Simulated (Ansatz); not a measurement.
One crystal and one scan (scan of one atom of the cell) at two levels, r2SCAN (plane waves to 500 eV, PAW, scalar-relativistic; Ansatz, a program for electronic structure) and PBE (plane waves to 420 eV, PAW, scalar-relativistic; Ansatz), each from its own relaxed cell and on its own mesh. The cell shown is that of r2SCAN.

Relaxed NiSi2 (fluorite type, space group Fm-3m):

```
CELL_PARAMETERS angstrom
      0.00000     2.69483     2.69483
      2.69483     0.00000     2.69483
      2.69483     2.69483     0.00000
ATOMIC_POSITIONS crystal
  Ni 0.00000 0.00000 0.00000
  Si 0.25000 0.25000 0.25000
  Si 0.75000 0.75000 0.75000
```

Scan: atom 2 (Si, nearest neighbour Ni at 2.334 Å; its periodic images, 3.8 Å or more away, move with it) is displaced along Cartesian [110], direction (0.707, 0.707, 0.000) in Cartesian axes, by s. The other atoms stay.

The energy includes the smearing's −TS. NiSi2 is run without spin polarisation. NiSi2 was relaxed with its symmetry unable to fall. The PAW data are Ansatz's earlier set. (r2SCAN) On this mesh the relaxed cell isn't quite at rest: it carries a pressure of -0.3 GPa (compression positive) at the zero of the scan. With partly filled bands, energies and forces of such displacements shift with the k mesh and the smearing. Percentages come from the unrounded values.

Results of r2SCAN:

```
Item                                                                                                                       Value
----------------------------------------------------------------  --------------------------------------------------------------
Lattice constant a (Å)                                                                                                     5.390
Force constant k = d²E/ds² at s = 0 (finite differences) (eV/Å²)                                                            8.49
Shape of the curve                                                a single well with its minimum at or next to zero displacement
```

**Question.** What does PBE give for the same quantities?

**Answer.** 
| quantity | PBE | r2SCAN − PBE |
|---|---|---|
| Lattice constant a (Å) | 5.444 | -0.054 (-1.0 %) |
| Force constant k = d²E/ds² at s = 0 (finite differences) (eV/Å²) | 7.39 | +1.10 (+15 %) |

r2SCAN gives the higher value for: force constant k = d²E/ds² at s = 0. r2SCAN gives the lower value for: lattice constant a. Both give the same shape of the curve: a single well with its minimum at or next to zero displacement.

(For displaced atoms, the force is minus the slope of the energy, and its curvature is a force constant, which sets phonon frequencies.)
